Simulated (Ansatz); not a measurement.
Starting cell, SrO (rock salt):

```
SrO
1.0
    0.00000     5.19500     5.19500
    2.59750     0.00000     2.59750
    2.59750     2.59750     0.00000
O Sr
2 2
Direct
  0.00000   0.00000   0.00000
  0.50000   0.00000   0.00000
  0.25000   0.50000   0.50000
  0.75000   0.50000   0.50000
```

A phonon eigenvector at L = (0.5, 0.0, 0.0) is frozen into this cell: atom i moves by Q times the vector below, so Q is the largest atomic displacement, in Å. The cell is held. It is one choice among 2 degenerate patterns. (q is in reciprocal vectors of the primitive cell; the cell shown is doubled to hold the pattern.)

| atom | x | y | z |
|---|---|---|---|
| Sr3 | -0.285 | 0.520 | -0.805 |
| Sr4 | 0.285 | -0.520 | 0.805 |

Atoms not listed stay in place.

Level of theory: PBE (plane waves to 420 eV, PAW, scalar-relativistic; Ansatz, an electronic-structure program). k mesh 11×11×11 (Γ-centred), Fermi-Dirac smearing 0.05 eV. E stands for the smeared free energy. SrO was relaxed with its symmetry unable to fall. ΔE is measured from the undisplaced structure.

```tsv
Q (Å)	ΔE (meV/cell)
-0.1000	31.4
-0.0833	21.8
-0.0667	13.9
-0.0500	withheld
-0.0333	3.5
-0.0167	0.9
0.0000	0.0
0.0167	0.9
0.0333	3.5
0.0500	withheld
0.0667	13.9
0.0833	21.8
0.1000	31.4
```

Q: Fit an even polynomial form (powers 2, 4) to the given rows and predict ΔE at Q = -0.0500.

A: Least squares on the 11 given rows: ΔE = (3129)·Q² + (1222)·Q⁴, in meV/cell with Q in Å; root-mean-square residual 0.03 meV/cell. At -0.0500 the fit gives 7.8 meV/cell; the calculation gives 7.8 meV/cell, the same to the digits shown. The quadratic term alone would give 7.8 meV/cell.

(A displaced cell: forces are minus the slopes of the energy, force constants its curvatures, and phonons follow from these.)
